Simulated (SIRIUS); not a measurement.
Set-up for a self-consistent single point of Cs₂AgBiBr₆ (Fm-3m, 10 atoms in the cell; from Materials Project mp-1078250).

```
Cs2AgBiBr6
1.0
    0.00000     5.74415     5.74415
    5.74415     0.00000     5.74415
    5.74415     5.74415     0.00000
Cs Ag Bi Br
2 1 1 6
Direct
  0.75000   0.75000   0.75000
  0.25000   0.25000   0.25000
  0.50000   0.50000   0.50000
  0.00000   0.00000   0.00000
  0.74919   0.25081   0.25081
  0.25081   0.74919   0.74919
  0.25081   0.74919   0.25081
  0.74919   0.25081   0.74919
  0.25081   0.25081   0.74919
  0.74919   0.74919   0.25081
```

All values come from this method and carry its errors: PBE, GBRV PBE ultrasoft pseudopotentials (plane waves; SIRIUS).

SIRIUS settings:

| key | value |
|---|---|
| parameters.ngridk | 2 2 2 |
| parameters.xc_functionals | [XC_GGA_X_PBE, XC_GGA_C_PBE] |
| parameters.gk_cutoff | 6.325 1/bohr |
| parameters.pw_cutoff | 14.143 1/bohr |
| parameters.smearing | fermi_dirac |
| parameters.smearing_width | 0.00183747 Ha |
| potentials | GBRV PBE ultrasoft pseudopotentials |
| parameters.electronic_structure_method | pseudopotential |
| parameters.num_bands | 56 |
| parameters.num_mag_dims | 0 |
| parameters.num_dft_iter | 100 |
| parameters.energy_tol | 1e-07 Ha |
| parameters.density_tol | 1e-06 |
| mixer.type | broyden2 |
| mixer.beta | 0.7 |
| mixer.use_hartree | false |

Results:

| Item | Result |
|---|---|
| Number of valence electrons | 94 |
| Number of bands | 56 |
| Number of k-points after the program's reduction | 3 |
| Number of plane waves (most at a k-point) | 10969 |
| Number of SCF iterations | 29 |
| FFT grid | 72 × 72 × 72 |
| Free energy E − TS | -12094.5848 eV |
| Top of the valence band (on the code's own zero) | 3.58 eV |
| Gap on the k-point mesh | 1.31 eV |
| Pressure | 0.02 GPa |
| Largest force (vector length) | 0.022 eV/Å |

Forces (eV/Å):
```
atom      Fx      Fy      Fz
----  ------  ------  ------
Cs1    0.000   0.000   0.000
Cs2    0.000   0.000   0.000
Ag3    0.000   0.000   0.000
Bi4    0.000   0.000   0.000
Br5   -0.022   0.000   0.000
Br6    0.022   0.000   0.000
Br7    0.000  -0.022   0.000
Br8    0.000   0.022   0.000
Br9    0.000   0.000  -0.022
Br10   0.000   0.000   0.022
```

Stress (GPa, positive for compression):
```
0.02  0.00  0.00
0.00  0.02  0.00
0.00  0.00  0.02
```

The gap is read on the k-point mesh of the run and can differ from the gap over the whole zone at this level.

Spin-orbit coupling is left out, which matters for bands and gaps with elements this heavy. The structure comes from a collection of computed structures, made at another level of theory; the collection holds predicted forms beside known ones.

Cost on one core: roughly 2.6 core-minutes.
